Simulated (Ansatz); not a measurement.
Cd(InTe₂)₂ (space group I-4)

```
Cd(InTe2)2
1.0
   -3.07561     3.07561     6.14198
    3.07561    -3.07561     6.14198
    3.07561     3.07561    -6.14198
Cd In Te
1 2 4
Direct
  0.00000   0.00000   0.00000
  0.50000   0.50000   0.00000
  0.25000   0.75000   0.50000
  0.42087   0.91952   0.06135
  0.08048   0.14183   0.50136
  0.85817   0.35953   0.93865
  0.64047   0.57913   0.49864
```

The slice is a (100) plane (indices of the conventional cell) through the point (0.250, 0.750, 0.500) (fractional), spanned by u = [101] and v = [110] in vectors of this cell: u (6.15 Å) and v (12.28 Å, at 90° to u). It covers one period; positions are fractions (u, v).

The numbers are results of LDA (plane waves to 420 eV, PAW, scalar-relativistic; Ansatz, a first-principles code), not measurements. k mesh 8×8×8. Inside the PAW spheres the values are not all-electron values, and peaks at nuclei hang on which shells count as valence. Cd(InTe2)2 was relaxed with its symmetry unable to fall. Spin-orbit coupling is left out, though Te is heavy.

**Question.** Sketch the electron localisation function (ELF) on this plane as a map.

**Answer.** 
```
|x:--:.   .:--:|
|---==:. .:==--|
|--=++=:.:=++=-|
|::-=+=---=+=-:|
|  .-=-----=-. |
|   :--:x:--:  |
|   .--xxx--.  |
|  .---.x.---. |
| :+**-----**+:|
|.-%@%*---*%@%-|
|.=@@@*-.-*@@@=|
|.-%@@+. .+@@%-|
| .=+=:   :=+=.|
|  ...     ... |
| .-=-.   .-=-.|
|.-%@%+. .+%@%-|
|.=@@@*:.:*@@@=|
|.-%@%+:::+%@%-|
| :+*+:-=-:+*+:|
|  .-:-*x*-:-. |
|   .:=xxx=:.  |
|   .:-*x*-:.  |
|  .--:-=-:--. |
|::-==-:::-==-:|
|--=++-:.:-++=-|
|---=-:   :-=--|
|x:--:     :--:|
|xx--.     .--x|
```
Scale: ten equal steps from 0.01 (start of ' ') to 0.70 (end of '@'), in the order ' .:-=+*#%@'. Values: electron localisation function (ELF). The map has 14 points along u (one character each, u = 0 at the left) and 28 along v (v = 0 in the bottom row). Points within 0.5 Å of a nucleus are blanked (x), as the pseudised field means little there.
